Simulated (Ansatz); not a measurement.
IrW (CsCl type, space group No. 221), a = b = c = 3.1216 Å, α = β = γ = 90.00°.

Relaxed with PBEsol.

### Question
Which orbitals make up the states near the Fermi level in the program Ansatz at the PBEsol level (PAW)?

### Answer
Within 0.5 eV of the Fermi level: W 5d 50 %, Ir 5d 43 %. Projections are on Löwdin-orthogonalised atomic valence shells; empty p or d shells of many metals are not among them.

### Question
Tabulate the density of states.

### Answer
States/eV per cell of 2 atoms, in 0.25 eV bins, energy from the Fermi level.

```csv
E (eV),total,Ir 5d,W 5d,W 6s
-7.85,0.33,0.02,0.03,0.14
-7.60,0.40,0.04,0.04,0.16
-7.35,0.65,0.12,0.13,0.19
-7.10,1.30,0.39,0.37,0.25
-6.85,1.39,0.48,0.40,0.23
-6.60,1.65,0.66,0.49,0.21
-6.35,1.78,0.81,0.56,0.18
-6.10,2.06,1.02,0.67,0.21
-5.85,2.64,1.35,0.89,0.21
-5.60,2.16,1.12,0.76,0.12
-5.35,1.13,0.62,0.41,0.03
-5.10,1.09,0.68,0.35,0.01
-4.85,3.62,2.50,1.04,0.01
-4.60,4.18,2.81,1.25,0.01
-4.35,2.45,1.59,0.76,0.01
-4.10,2.31,1.48,0.71,0.02
-3.85,2.44,1.57,0.66,0.04
-3.60,3.53,2.28,0.92,0.07
-3.35,3.37,2.12,0.94,0.09
-3.10,2.53,1.31,0.84,0.16
-2.85,1.50,0.78,0.46,0.10
-2.60,1.48,0.92,0.35,0.07
-2.35,1.16,0.76,0.22,0.05
-2.10,0.58,0.25,0.18,0.04
-1.85,0.47,0.18,0.17,0.03
-1.60,0.45,0.17,0.18,0.02
-1.35,0.47,0.18,0.21,0.02
-1.10,0.62,0.22,0.32,0.02
-0.85,1.36,0.43,0.82,0.05
-0.60,2.20,0.85,1.20,0.07
-0.35,3.84,2.01,1.58,0.08
-0.10,3.67,1.60,1.88,0.06
0.15,2.94,1.15,1.60,0.03
0.40,2.75,0.96,1.55,0.02
0.65,3.19,1.11,1.81,0.01
0.90,2.99,0.97,1.66,0.01
1.15,1.15,0.28,0.75,0.01
1.40,0.88,0.19,0.63,0.02
1.65,0.85,0.17,0.61,0.02
1.90,0.95,0.20,0.69,0.02
2.15,1.24,0.25,0.91,0.03
2.40,1.88,0.37,1.39,0.04
2.65,2.12,0.38,1.62,0.04
2.90,1.99,0.33,1.54,0.03
3.15,1.30,0.28,0.89,0.03
3.40,1.16,0.22,0.68,0.15
3.65,0.90,0.13,0.46,0.17
3.90,0.72,0.11,0.32,0.14
4.15,0.70,0.11,0.29,0.12
4.40,0.64,0.09,0.23,0.11
4.65,0.62,0.08,0.19,0.11
```

Space group Pm-3m (CsCl type). The start of the workflow was typed in or built on a structure type; neither database checked (COD, Materials Project) lists it. COD files the formula under space group No. 51. Whether it is the stable phase at ambient conditions was not checked. The cell was relaxed with PBEsol under the symmetry of its start. At this level the phase is dynamically unstable (imaginary phonons). The run is not spin-polarised. Its formation energy is positive at this level, so the cell may be metastable or incomplete. Scalar-relativistic: spin–orbit coupling is off unless named, which matters more the heavier the elements.

Potentials: the earlier of the program's two PAW sets. The files were generated under PBE; for other functionals the program regenerates the frozen cores, and for LDA and PBEsol the local potential too.
